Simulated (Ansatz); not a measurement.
Relaxed RuB$_{2}$ (space group Pmmn):

```xyz
12
Lattice="5.6610 0.0000 0.0000 2.8305 4.5978 0.0000 0.0000 0.0000 4.0000" Properties=species:S:1:pos:R:3 pbc="T T T"
B      5.6610     3.6973     1.4516
B      2.8305     3.6973     1.4516
B      5.6610     0.9004     1.4516
B      2.8305     0.9004     1.4516
B      7.0762     3.1993     2.5485
B      4.2457     3.1993     2.5485
B      1.4152     1.3985     2.5485
B      4.2457     1.3985     2.5485
Ru     0.0000     0.0000     3.3956
Ru     2.8305     0.0000     3.3956
Ru     1.4152     2.2989     0.6044
Ru     4.2457     2.2989     0.6044
```

The atoms are displaced by Q × the pattern below (from a DFPT mode at S = (0.5, 0.5, 0.0), largest move 1; Q in Å), at fixed cell. It is one choice among 2 degenerate patterns. (q is in reciprocal vectors of the primitive cell; the cell shown is doubled to hold the pattern.)

```
atom       x       y       z
----  ------  ------  ------
B1    -0.218  -0.138  -0.058
B2     0.218   0.138   0.058
B3    -0.218  -0.138   0.058
B4     0.218   0.138  -0.058
B5     0.033   0.922   0.386
B6    -0.033  -0.922  -0.386
B7    -0.033  -0.922   0.386
B8     0.033   0.922  -0.386
Ru9    0.000   0.000  -0.006
Ru10   0.000   0.000   0.006
Ru11   0.000   0.000  -0.038
Ru12   0.000   0.000   0.038
```

Calculation: LDA (plane waves to 420 eV, PAW, scalar-relativistic; Ansatz, a first-principles code). k mesh 10×10×12 (Γ-centred), Fermi-Dirac smearing 0.05 eV. E stands for the smeared free energy. With partly filled bands, energies and forces of such displacements shift with the k mesh and the smearing. RuB2 is run without spin polarisation. RuB2 was relaxed with its symmetry unable to fall. The zero of ΔE is the undisplaced structure. The last digit holds for this mesh only.

```
Q (Å)    ΔE (meV/cell)
-------  -------------
-0.2800         4889.7
-0.2333         3091.3
-0.1867         1827.5
-0.1400          963.7
-0.0933       withheld
-0.0467           98.9
0.0000             0.0
0.0467            98.9
0.0933        withheld
0.1400           963.7
0.1867          1827.5
0.2333          3091.3
0.2800          4889.7
```

Question: Fit an even polynomial form (powers 2, 4, 6) to the given rows and predict ΔE at Q = -0.0933.

Answer: Least squares on the 11 given rows: ΔE = (45100)·Q² + (202600)·Q⁴ + (225800)·Q⁶, in meV/cell with Q in Å; root-mean-square residual 0.26 meV/cell. At -0.0933 the fit gives 408.1 meV/cell; the calculation gives 408.0 meV/cell, so the interpolation is off by 0.1 (+0.0 %). The quadratic term alone would give 392.6 meV/cell.

(For displaced atoms, the force is minus the slope of the energy, and its curvature is a force constant, which sets phonon frequencies.)
